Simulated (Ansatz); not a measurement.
Li$_{3}$Sn:
```cif
data_Li12Sn4
_chemical_formula_sum 'Li12 Sn4'
_space_group_name_H-M_alt 'Fm-3m'
_space_group_IT_number 225
_space_group_name_Hall '-F 4 2 3'
_cell_length_a 6.57056
_cell_length_b 6.57056
_cell_length_c 6.57056
_cell_angle_alpha 90.000
_cell_angle_beta 90.000
_cell_angle_gamma 90.000
loop_
_atom_site_label
_atom_site_type_symbol
_atom_site_symmetry_multiplicity
_atom_site_Wyckoff_symbol
_atom_site_fract_x
_atom_site_fract_y
_atom_site_fract_z
_atom_site_occupancy
Li1 Li 8 c 0.25000 0.25000 0.25000 1
Li2 Li 4 b 0.50000 0.50000 0.50000 1
Sn1 Sn 4 a 0.00000 0.00000 0.00000 1
```
(The calculation used a cell of 4 atoms; values per cell refer to that cell.)

Relaxed with r²SCAN.

Q: Which orbitals make up the states near the Fermi level in r²SCAN in the plane-wave PAW code Ansatz?

A: Within 0.5 eV of the Fermi level: Sn 5p 85 %, outside the projected shells 9 %. Projections are on Löwdin-orthogonalised atomic valence shells; empty p or d shells of many metals are not among them.

Q: Tabulate the density of states.

A: States/eV per cell of 4 atoms, in 0.25 eV bins, energy from the Fermi level.

| E (eV) | total | Sn 5p | Li 2s | Sn 5s |
|---|---|---|---|---|
| -7.85 | 0.50 | 0.00 | 0.26 | 0.22 |
| -7.60 | 0.78 | 0.01 | 0.36 | 0.39 |
| -7.35 | 1.17 | 0.01 | 0.45 | 0.69 |
| -7.10 | 2.11 | 0.01 | 0.58 | 1.49 |
| -6.85 | 2.57 | 0.01 | 0.39 | 2.14 |
| -6.60 | 0.72 | 0.00 | 0.05 | 0.66 |
| -6.35 | 0.00 | 0.00 | 0.00 | 0.00 |
| -6.10 | 0.00 | 0.00 | 0.00 | 0.00 |
| -5.85 | 0.00 | 0.00 | 0.00 | 0.00 |
| -5.60 | 0.00 | 0.00 | 0.00 | 0.00 |
| -5.35 | 0.00 | 0.00 | 0.00 | 0.00 |
| -5.10 | 0.00 | 0.00 | 0.00 | 0.00 |
| -4.85 | 0.00 | 0.00 | 0.00 | 0.00 |
| -4.60 | 0.00 | 0.00 | 0.00 | 0.00 |
| -4.35 | 0.00 | 0.00 | 0.00 | 0.00 |
| -4.10 | 0.00 | 0.00 | 0.00 | 0.00 |
| -3.85 | 0.00 | 0.00 | 0.00 | 0.00 |
| -3.60 | 0.00 | 0.00 | 0.00 | 0.00 |
| -3.35 | 0.11 | 0.07 | 0.04 | 0.00 |
| -3.10 | 0.69 | 0.42 | 0.23 | 0.01 |
| -2.85 | 1.18 | 0.75 | 0.36 | 0.03 |
| -2.60 | 2.66 | 1.78 | 0.69 | 0.09 |
| -2.35 | 1.11 | 0.75 | 0.23 | 0.08 |
| -2.10 | 1.23 | 0.88 | 0.24 | 0.07 |
| -1.85 | 1.37 | 1.02 | 0.23 | 0.06 |
| -1.60 | 1.57 | 1.21 | 0.23 | 0.05 |
| -1.35 | 2.00 | 1.61 | 0.22 | 0.05 |
| -1.10 | 1.92 | 1.57 | 0.18 | 0.04 |
| -0.85 | 1.79 | 1.47 | 0.14 | 0.04 |
| -0.60 | 1.63 | 1.36 | 0.11 | 0.03 |
| -0.35 | 1.50 | 1.26 | 0.08 | 0.03 |
| -0.10 | 1.36 | 1.16 | 0.06 | 0.02 |
| 0.15 | 1.23 | 1.06 | 0.04 | 0.02 |
| 0.40 | 1.04 | 0.92 | 0.03 | 0.02 |
| 0.65 | 0.71 | 0.63 | 0.02 | 0.01 |
| 0.90 | 0.52 | 0.47 | 0.01 | 0.01 |
| 1.15 | 0.36 | 0.34 | 0.00 | 0.00 |
| 1.40 | 0.01 | 0.01 | 0.00 | 0.00 |
| 1.65 | 0.07 | 0.00 | 0.05 | 0.01 |
| 1.90 | 0.21 | 0.01 | 0.16 | 0.02 |
| 2.15 | 0.34 | 0.02 | 0.25 | 0.03 |
| 2.40 | 0.52 | 0.03 | 0.35 | 0.04 |
| 2.65 | 0.77 | 0.05 | 0.48 | 0.05 |
| 2.90 | 1.23 | 0.06 | 0.64 | 0.06 |
| 3.15 | 2.05 | 0.07 | 0.72 | 0.08 |
| 3.40 | 1.85 | 0.07 | 0.58 | 0.08 |
| 3.65 | 1.49 | 0.06 | 0.35 | 0.06 |
| 3.90 | 2.20 | 0.08 | 0.79 | 0.13 |
| 4.15 | 2.20 | 0.13 | 0.81 | 0.13 |
| 4.40 | 1.92 | 0.15 | 0.70 | 0.07 |
| 4.65 | 1.90 | 0.16 | 0.65 | 0.08 |
| 4.90 | 1.68 | 0.14 | 0.50 | 0.06 |

The first step of the workflow began from a Materials Project structure, measured or hypothetical; the Crystallography Open Database copy checked does not list it. With Li and Sn taken as one species the cell has the higher symmetry Im-3m, so it may be an ordered model of a mixed-site phase. Its standing as an ambient phase is unchecked. Symmetry was held in the r²SCAN relaxation; whether a distortion lowers the energy is not shown. Spin–orbit coupling is left out wherever it is not named.

Potentials: the later of the program's two PAW sets.
